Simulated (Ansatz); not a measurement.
**Sr$_{2}$Pb: computed property card**

Sr$_{2}$Pb:
```cif
data_Pb4Sr8
_chemical_formula_sum 'Sr8 Pb4'
_space_group_name_H-M_alt 'P 1'
_space_group_IT_number 1
_cell_length_a 8.24372
_cell_length_b 5.41698
_cell_length_c 10.09423
_cell_angle_alpha 90.000
_cell_angle_beta 90.000
_cell_angle_gamma 90.000
loop_
_space_group_symop_operation_xyz
  'x, y, z'
loop_
_atom_site_label
_atom_site_type_symbol
_atom_site_fract_x
_atom_site_fract_y
_atom_site_fract_z
_atom_site_occupancy
Sr1 Sr 0.83839 0.25000 0.07424 1
Sr2 Sr 0.66161 0.75000 0.57424 1
Sr3 Sr 0.33839 0.25000 0.42576 1
Sr4 Sr 0.16161 0.75000 0.92576 1
Sr5 Sr 0.98032 0.25000 0.68595 1
Sr6 Sr 0.51968 0.75000 0.18595 1
Sr7 Sr 0.48032 0.25000 0.81405 1
Sr8 Sr 0.01968 0.75000 0.31405 1
Pb1 Pb 0.25230 0.25000 0.10448 1
Pb2 Pb 0.24770 0.75000 0.60448 1
Pb3 Pb 0.75230 0.25000 0.39552 1
Pb4 Pb 0.74770 0.75000 0.89552 1
```

Space group Pnma (No. 62); conventional cell a = 8.2437 Å, b = 5.4170 Å, c = 10.0942 Å, α = 90.00°, β = 90.00°, γ = 90.00°.

Method: PBEsol (plane waves, PAW; program Ansatz). Structure relaxed to zero pressure with the same functional. Other levels are named where they apply.

### Cell and energy

```yaml
volume_per_atom: 37.56 Å³
density: 5.64 g/cm³
Formation energy from the elements (no fitted shifts): -579 meV/atom
```

### Electronic structure

```yaml
electronic_character: no gap, with almost no states at the Fermi level (zero-gap or semimetallic)
Density of states at the Fermi level: 0.00 states/eV per atom (mean over ±0.08 eV)
Gap with spin–orbit coupling: none (metallic)
```

### Mechanics

```yaml
Bulk modulus (Birch–Murnaghan fit): 21.4 GPa
Pressure derivative B′: 1.5
```

### Charges

```yaml
bader_charges: Sr +1.11 to +1.16, Pb -2.27 e
```

The workflow started from an entry of the Crystallography Open Database (COD). Whether it is the stable phase at ambient conditions was not checked. Symmetry was held in the PBEsol relaxation; whether a distortion lowers the energy is not shown. Axis ratios of metals converge slowly with the k-mesh, so a and c are less sure than the volume. The references are the lowest solids computed at this level, not always the standard phases. Spin–orbit coupling is left out wherever it is not named.

Potentials: the later of the program's two PAW sets.
